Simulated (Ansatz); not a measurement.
BeTe:
Space group F-43m (No. 216); a = 5.6572 Å, b = 5.6572 Å, c = 5.6572 Å, α = 90.00°, β = 90.00°, γ = 90.00°

| atom | site | symmetry | x | y | z |
|---|---|---|---|---|---|
| Be | 4c | -43m | 0.2500 | 0.2500 | 0.2500 |
| Te | 4b | -43m | 0.5000 | 0.5000 | 0.5000 |
(The calculation used a cell of 2 atoms; values per cell refer to that cell.)

Relaxed with r²SCAN.

Task: Give the optical modes at the zone centre with their infrared and Raman activity from DFPT, the program Ansatz at the r²SCAN level (PAW).

Result: Transverse frequencies, without the LO–TO term; a row sums one degenerate level.

| ω (cm⁻¹) | degeneracy | IR ((D/Å)²/amu) | Raman (Å⁴/amu) | activity | symmetry |
|---|---|---|---|---|---|
| 455 | 3 | 17.13 | 270 | IR+Raman | T2 |

Task: How high does the top mode go among those that the LO–TO term moves?

Result: 497 cm⁻¹ for q along x.

Symmetry was held in the r²SCAN relaxation; of distortions, only those at the zone centre were tested. The volume moved by 29 % from the start of the relaxation. Scalar-relativistic: spin–orbit coupling is off unless named, which matters more the heavier the elements.

Potentials: the later of the program's two PAW sets.
